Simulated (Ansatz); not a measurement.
Here is the system:

Starting cell, TiSi2 (C54 type, space group Fddd):

```yaml
crystal:
  lattice:
    - [0.00000, 4.11477, 4.26030]
    - [2.38957, 0.00000, 4.26030]
    - [2.38957, 4.11477, 0.00000]
  atoms:
    - { symbol: Si, position: [0.66253, 0.33747, 0.66253] }
    - { symbol: Si, position: [0.33747, 0.66253, 0.33747] }
    - { symbol: Si, position: [0.58747, 0.91253, 0.58747] }
    - { symbol: Si, position: [0.91253, 0.58747, 0.91253] }
    - { symbol: Ti, position: [0.00000, 0.00000, 0.00000] }
    - { symbol: Ti, position: [0.25000, 0.25000, 0.25000] }
```

Scan: atom 1 (Si, nearest neighbour Si at 2.519 Å; its periodic images, 4.8 Å or more away, move with it) is displaced towards the nearest neighbour, direction (0.474, -0.245, 0.846) in Cartesian axes, by s. The other atoms stay.

Level of theory: r2SCAN (plane waves to 500 eV, PAW, scalar-relativistic; Ansatz, a quantum-chemistry and plane-wave program). k mesh 10×10×10 (Γ-centred), Fermi-Dirac smearing 0.05 eV. The energy includes the smearing's −TS. With partly filled bands, energies and forces of such displacements shift with the k mesh and the smearing. TiSi2 is run without spin polarisation. TiSi2 was relaxed with its symmetry unable to fall. ΔE is measured from the undisplaced structure.

The scan covers s from -0.760 to 0.760 Å in 11 points.

**Question.** Is the energy the same for displacements of ±0.760 Å, and if not, which side lies higher?

**Answer.** Not even: the positive side lies higher at ±0.760 Å. With its periodic images moving along, the atom's site symmetry in this cell is 2.

**Question.** What is the energy change at s = 0.760 Å?

**Answer.** 4780 meV/cell.

**Question.** What force acts on the atom along the line at s = -0.760 Å?

**Answer.** 10.7 eV/Å.

**Question.** What is the force constant k = d²E/ds² of this move at s = 0?

**Answer.** 8.67 eV/Å².

(A displaced cell: forces are minus the slopes of the energy, force constants its curvatures, and phonons follow from these.)
